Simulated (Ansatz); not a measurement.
Relaxed candidate structures of Al2Pt:

A. Fm-3m (No. 225), cF12; a = 5.896 Å, b = 5.896 Å, c = 5.896 Å, α = 90.00°, β = 90.00°, γ = 90.00°; Al 8c (0.250, 0.250, 0.250); Pt 4a (0.000, 0.000, 0.000)

B. I4/mcm (No. 140), tI12; a = b = 6.035 Å, c = 5.274 Å, α = β = γ = 90.00°; Al 8h (0.160, 0.340, 0.000); Pt 4a (0.000, 0.000, 0.250)

Put the candidates in order of energy per atom, lowest first, for PBEsol (plane waves to 420 eV, PAW, scalar-relativistic; Ansatz, a quantum-chemistry and plane-wave program).

A (reference, the lowest among the structures calculated here), B (+0.17 eV/atom)

Each run could gain symmetry but not lose that of its start, so entries can be saddle points. From databases, or of a type measured for this composition: Fm-3m, cF12; the others are generated cells (placed on structure types, drawn at random, substituted or restacked) that were not matched to a known phase here. Energies are at zero temperature and pressure, without zero-point motion. No spin polarisation in the result.
